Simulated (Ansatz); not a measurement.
Sr, DFT, LDA, all-electron PAW with datasets made for the crystal, scalar-relativistic (Ansatz 0.2.0), run on 1 thread of Arm Neoverse V2 on a shared host.

The cell is COD entry 1540836, as deposited and not checked against the literature; nothing was relaxed. The listed cell was then made from it by scaling, straining or moving an atom.

Command: `ansatz run input.yaml --threads 1 --pin off --max-ram 3072MiB --backend cpu --events-out ev --progress --plain --runs-dir out`

```yaml
crystal:
  lattice:
    - [4.2517498339, 0.0, 0.0]
    - [-2.125874917, 3.6821233666, 0.0]
    - [0.0, 0.0, 6.9547180496]
  atoms:
    - { symbol: Sr, position: [0.3333333333, 0.6666666667, 0.25] }
    - { symbol: Sr, position: [0.6666666667, 0.3333333333, 0.75] }
kpoints:
  mp_grid: { grid: [10, 10, 5] }
scf:
  occupations: { method: fermi_dirac, width: 0.08 }
hamiltonian:
  xc: lda
  pseudopotentials: { kind: all_electron, datasets: crystal }
output:
  forces: true
  stress: true
  eigenvalues: true
  efg: { contact_densities: true }
```

Task: How large is the problem that the program sets up?

Result: 42 irreducible k-points, 701 plane waves at Γ, 15 bands.

Task: About how long does it take, and how much memory does it use?

Result: 5.3 s of wall time for 7 SCF iterations, with a peak of 0.34 GiB. Times on shared machines scatter by tens of per cent.

Task: And the same cell and mesh by PAW with the default files, asked for forces, stress, eigenvalues, efg, on the same hardware?

Result: 4.1 s, peak memory 0.35 GiB.
